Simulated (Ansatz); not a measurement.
**TlAgTe2: what symmetry allows forces and stress to be**

```yaml
crystal:
  lattice:
    - [-1.97523, 1.97523, 7.89743]
    - [1.97523, -1.97523, 7.89743]
    - [1.97523, 1.97523, -7.89743]
  atoms:
    - { symbol: Tl, position: [0.00000, 0.00000, 0.00000] }
    - { symbol: Ag, position: [0.75000, 0.25000, 0.50000] }
    - { symbol: Te, position: [0.35971, 0.35971, 0.00000] }
    - { symbol: Te, position: [0.64029, 0.64029, 0.00000] }
```

All numbers below come from DFT PBEsol, scalar-relativistic, plane waves, PAW (Ansatz).

Plane waves to 420 eV, a k mesh through Γ of 16×16×16 on the computed 4-atom cell and Gaussian smearing (0.10 eV); no spin polarisation.

This distorted cell has space group I-4m2, with 8 operations.

Q: Without a calculation: in which directions can each atom feel a force?

A: A force must be left unchanged by every operation that keeps its atom in place, so it lies in the space that those operations leave fixed. Atoms that the group maps onto each other feel forces of one size.
| atom | site symmetry | operations at the site | equivalent to atom | allowed force (Cartesian) |
| --- | --- | --- | --- | --- |
| Tl1 | -4m2 | 8 | 1 | none |
| Ag2 | -4m2 | 8 | 2 | none |
| Te3 | 2mm. | 4 | 3 | along (0.00, 0.00, 1.00) |
| Te4 | 2mm. | 4 | 3 | along (0.00, 0.00, 1.00) |

That leaves 1 independent force component of 12. A relaxation in this cell that keeps the symmetry moves the atoms in these directions alone.

Q: And the stress tensor?

A: It must be invariant under the point group, which leaves 2 independent components: yz, xz, xy vanish; xx = yy.

Q: Do the computed values obey this?

A: Yes. Forces (eV/Å):
```
Tl1  0.000  0.000  0.000
Ag2  0.000  0.000  0.000
Te3  0.000  0.000  0.860
Te4  0.000  0.000 -0.860
```

Stress (GPa, compression positive, xx yy zz yz xz xy): -0.98 -0.98 1.59 0.00 0.00 0.00. The program imposes the same operations on density, forces and stress, so this confirms the analysis and is no independent test of the calculation.

Spin–orbit coupling is left out, which can shift energies with elements as heavy as these.